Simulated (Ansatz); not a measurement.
In plane-wave PAW PBE+D3(BJ) (Ansatz code), I in the molecular I2 type structure (Cmce) relaxes to a = 7.345 Å, b = 4.488 Å, c = 9.642 Å.

It is gapped at this level: 0.83 eV (indirect).

Symmetry was held in the PBE+D3(BJ) relaxation. Spin–orbit coupling is left out wherever it is not named.

Potentials: the earlier of the program's two PAW sets.
